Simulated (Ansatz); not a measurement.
Os (hcp, Mg type)

```yaml
crystal:
  lattice:
    - [2.73835, 0.00000, 0.00000]
    - [-1.36917, 2.37148, 0.00000]
    - [0.00000, 0.00000, 4.31593]
  atoms:
    - { symbol: Os, position: [0.33333, 0.66667, 0.75000] }
    - { symbol: Os, position: [0.66667, 0.33333, 0.25000] }
```

The slice is a (0001) plane (indices of the conventional cell) through the point (0.333, 0.667, 0.750) (fractional), spanned by u = [110] and v = [1 -1 0] in vectors of this cell: u (2.74 Å) and v (4.74 Å, at 90° to u). It covers one period; positions are fractions (u, v).

All values below come from r2SCAN (plane waves to 500 eV, PAW, scalar-relativistic; Ansatz, a first-principles code). k mesh 19×19×11. These are valence fields of a PAW run, semicore shells included where kept as valence: close to a nucleus they are smooth pseudo fields. Os is run without spin polarisation. Os was relaxed with its symmetry unable to fall. Spin-orbit coupling is left out, though Os is heavy.

Problem. What is the valence density on the shortest Os–Os line in this plane (2.74 Å), at its midpoint?

Solution. 0.45 e/Å³.

Problem. What is the ELF at the midpoint of the shortest Os–Os line in this plane (2.74 Å)?

Solution. 0.39.

Problem. Predict the map of the valence electron density on the slice.

Solution. 
```
|9998642101246899|
|9997531000135799|
|9886421000124688|
|7664210000012466|
|4432100000001234|
|2211100000001112|
|0000000000000000|
|0000111222111000|
|0001123444321100|
|0001346676643100|
|0012468898864210|
|0013689999986310|
|0124689999986421|
|0124789999987421|
|0124689999986421|
|0013579999975310|
|0012468898864210|
|0001246676642100|
|0000123444321000|
|0000111222111000|
|0000000000000000|
|2211100000001112|
|4432110000011234|
|7664310000013466|
|9886421000124688|
|9998631000136899|
|9998642101246899|
|9998742101247899|
```
Scale: ten equal steps from -0.46 (start of '0') to 0.90 (end of '9'), in the order '0123456789'. Values: log₁₀ of the valence density in e/Å³. The map has 16 points along u (one character each, u = 0 at the left) and 28 along v (v = 0 in the bottom row). The scale is logarithmic, as a density can span decades between atoms and voids.
